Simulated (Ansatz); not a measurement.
TlCu2S2:
```
TlCu2S2
1.0
   -1.88450     1.88450     6.79392
    1.88450    -1.88450     6.79392
    1.88450     1.88450    -6.79392
Tl Cu S
1 2 2
Direct
  0.00000   0.00000   0.00000
  0.75000   0.25000   0.50000
  0.25000   0.75000   0.50000
  0.35089   0.35089   0.00000
  0.64911   0.64911   0.00000
```

Relaxed with r²SCAN+D4.

Which orbitals make up the states near the Fermi level in r²SCAN+D4 (plane waves, PAW; program Ansatz)?

Within 0.5 eV of the Fermi level: S 3p 52 %, Cu 3d 41 %. Projections are on Löwdin-orthogonalised atomic valence shells; empty p or d shells of many metals are not among them.

Tabulate the density of states.

States/eV per cell of 5 atoms, in 0.25 eV bins, energy from the Fermi level.

```
E (eV)  total  Cu 3d  S 3p  Tl 6p
------  -----  -----  ----  -----
-7.85    0.00   0.00  0.00   0.00
-7.60    0.00   0.00  0.00   0.00
-7.35    0.02   0.00  0.01   0.00
-7.10    0.42   0.03  0.14   0.01
-6.85    1.75   0.12  0.60   0.09
-6.60    2.52   0.14  0.95   0.14
-6.35    1.67   0.14  0.64   0.12
-6.10    1.54   0.22  0.72   0.09
-5.85    2.07   0.32  1.17   0.10
-5.60    3.59   0.59  1.98   0.18
-5.35    2.54   0.57  1.27   0.08
-5.10    2.19   0.41  1.15   0.15
-4.85    3.30   0.88  1.66   0.25
-4.60    2.99   1.07  1.41   0.18
-4.35    9.01   4.00  4.33   0.21
-4.10    6.91   2.77  3.65   0.09
-3.85    6.77   2.88  3.29   0.03
-3.60    4.37   1.72  1.47   0.02
-3.35    5.29   3.05  0.99   0.02
-3.10    2.97   2.38  0.26   0.01
-2.85    6.31   5.78  0.28   0.08
-2.60    9.45   8.62  0.41   0.08
-2.35   15.10  13.90  0.70   0.06
-2.10   10.40   9.46  0.58   0.05
-1.85    2.93   2.48  0.34   0.04
-1.60    1.66   1.17  0.40   0.05
-1.35    2.25   1.55  0.56   0.07
-1.10    6.37   4.36  1.61   0.16
-0.85    5.27   2.93  1.81   0.22
-0.60    4.61   2.25  1.93   0.16
-0.35    4.56   1.99  2.18   0.12
-0.10    3.46   1.37  1.81   0.07
0.15     2.38   0.88  1.34   0.05
0.40     1.33   0.46  0.80   0.02
0.65     0.00   0.00  0.00   0.00
0.90     0.00   0.00  0.00   0.00
1.15     0.00   0.00  0.00   0.00
1.40     0.00   0.00  0.00   0.00
1.65     0.09   0.00  0.00   0.07
1.90     0.52   0.02  0.03   0.38
2.15     1.42   0.03  0.13   0.94
2.40     2.09   0.04  0.25   1.34
2.65     1.58   0.03  0.17   1.00
2.90     1.89   0.04  0.18   1.23
3.15     1.87   0.04  0.17   1.23
3.40     2.00   0.04  0.18   1.32
3.65     2.19   0.04  0.17   1.47
3.90     2.80   0.04  0.24   1.87
4.15     1.57   0.02  0.14   1.02
4.40     1.07   0.01  0.08   0.61
4.65     0.90   0.01  0.06   0.38
```

Space group I4/mmm. The workflow started from an entry of the Crystallography Open Database (COD). Its standing as an ambient phase is unchecked. Symmetry was held in the r²SCAN+D4 relaxation; whether a distortion lowers the energy is not shown. No spin polarisation was allowed. With an odd number of electrons in the cell and no spin polarisation, the count alone makes it a metal. Spin–orbit coupling is left out wherever it is not named.

Potentials: the later of the program's two PAW sets.
